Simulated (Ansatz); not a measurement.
TiP (space group P6_3/mmc)

```xyz
16
Lattice="6.8546 0.0000 0.0000 -1.7137 2.9681 0.0000 0.0000 0.0000 11.5143" Properties=species:S:1:pos:R:3 pbc="T T T"
Ti     0.0000     1.9788     4.4196
Ti     3.4273     1.9788     4.4196
Ti     1.7137     0.9894     7.0947
Ti     5.1410     0.9894     7.0947
Ti     1.7137     0.9894    10.1768
Ti     5.1410     0.9894    10.1768
Ti     0.0000     1.9788     1.3376
Ti     3.4273     1.9788     1.3376
P      1.7137     0.9894     2.8786
P      5.1410     0.9894     2.8786
P      0.0000     1.9788     8.6357
P      3.4273     1.9788     8.6357
P      0.0000     0.0000     5.7572
P      3.4273     0.0000     5.7572
P      0.0000     0.0000     0.0000
P      3.4273     0.0000     0.0000
```

The atoms are displaced by Q × the pattern below (from a DFPT mode at M = (0.5, 0.0, 0.0), largest move 1; Q in Å), at fixed cell. (q is in reciprocal vectors of the primitive cell; the cell shown is doubled to hold the pattern.)

```
atom       x       y      z
----  ------  ------  -----
Ti1   -0.500   0.866  0.000
Ti2    0.500  -0.866  0.000
Ti3   -0.500   0.866  0.000
Ti4    0.500  -0.866  0.000
Ti5    0.500  -0.866  0.000
Ti6   -0.500   0.866  0.000
Ti7    0.500  -0.866  0.000
Ti8   -0.500   0.866  0.000
```

Atoms not listed stay in place.

Level of theory: LDA (plane waves to 420 eV, PAW, scalar-relativistic; Ansatz, a quantum-chemistry and plane-wave program). k mesh 8×16×4 (Γ-centred), Fermi-Dirac smearing 0.05 eV. The energy includes the smearing's −TS. Stress and pressure are positive under compression. With partly filled bands, energies and forces of such displacements shift with the k mesh and the smearing. TiP is run without spin polarisation. TiP was relaxed with its symmetry unable to fall. ΔE is measured from the undisplaced structure.

**Question.** What ΔE (meV/cell) and P (GPa) does the calculation give at Q (Å) = -0.100, -0.083, -0.050, -0.017, 0.017, 0.050, 0.083, 0.100?

**Answer.** 
```tsv
Q (Å)	ΔE (meV/cell)	P (GPa)
-0.100	445	1.0
-0.083	309	0.7
-0.050	111	0.2
-0.017	12	0.0
0.017	12	0.0
0.050	111	0.2
0.083	309	0.7
0.100	445	1.0
```

(For displaced atoms, the force is minus the slope of the energy, and its curvature is a force constant, which sets phonon frequencies.)
